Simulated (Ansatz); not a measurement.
Relaxed-ion elastic tensor of Cu (fcc (Cu type), Fm-3m) in GPa (Voigt order), DFT-PBE in the program Ansatz with PAW potentials; density 8.83 g/cm³, 11.95 Å³ per atom.

|  | 1 | 2 | 3 | 4 | 5 | 6 |
|---|---|---|---|---|---|---|
| 1 | 177 | 124 | 124 | 0.0 | 0.0 | 0.0 |
| 2 | 124 | 177 | 124 | 0.0 | 0.0 | 0.0 |
| 3 | 124 | 124 | 177 | 0.0 | 0.0 | 0.0 |
| 4 | 0.0 | 0.0 | 0.0 | 78.9 | 0.0 | 0.0 |
| 5 | 0.0 | 0.0 | 0.0 | 0.0 | 78.9 | 0.0 |
| 6 | 0.0 | 0.0 | 0.0 | 0.0 | 0.0 | 78.9 |

### Question
Is the crystal mechanically stable?

### Answer
Yes: the smallest eigenvalue of C is 53.6 GPa.

### Question
Work out the Voigt, Reuss and Hill averages.

### Answer
K_V = 142, K_R = 142, K_H = 142; G_V = 58.0, G_R = 44.4, G_H = 51.2 GPa.

### Question
Give Young's modulus, Poisson's ratio, Pugh's ratio and the universal anisotropy index.

### Answer
E = 9KG/(3K + G) = 137 GPa; ν = 0.34; K/G = 2.76 (ductile by the Pugh limit of 1.75); A_U = 5G_V/G_R + K_V/K_R − 6 = 1.54.

### Question
Estimate the sound speeds and the Debye temperature.

### Answer
v_l = √((K + 4G/3)/ρ) = 4870 m/s, v_t = √(G/ρ) = 2410 m/s, mean 2700 m/s; Θ = (h/k)(3n/4πV)^(1/3) v_m = 352 K.

### Question
Give the Zener ratio and Young's modulus along [100], [110] and [111].

### Answer
A = 2C44/(C11 − C12) = 2.94; 1/E = S11 − 2(S11 − S12 − S44/2)Γ with Γ = 0, 1/4, 1/3 gives 75.6, 142, 200 GPa.

Symmetry was held in the PBE relaxation. No spin polarisation was allowed. As this level gives no gap, shear constants depend on the k-mesh and smearing (Fermi–Dirac, 0.1 eV here).

Potentials: the later of the program's two PAW sets.
